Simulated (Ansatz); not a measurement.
Task: As (diamond, space group No. 227) is relaxed with plane-wave PAW PBE (Ansatz code). What lattice parameters of the conventional cell result?

Result: a = 6.108 Å.

Task: Is it a metal or does it have a gap at this level?

Result: No gap at this level.

Space group Fd-3m (diamond). The start of the workflow was typed in or built on a structure type; neither database checked (COD, Materials Project) lists it. It is not the phase usual at ambient conditions (space group No. 166). The cell was relaxed with PBE under the symmetry of its start; whether a distortion lowers the energy is not shown. Scalar-relativistic: spin–orbit coupling is off unless named, which matters more the heavier the elements.

Potentials: the later of the program's two PAW sets.
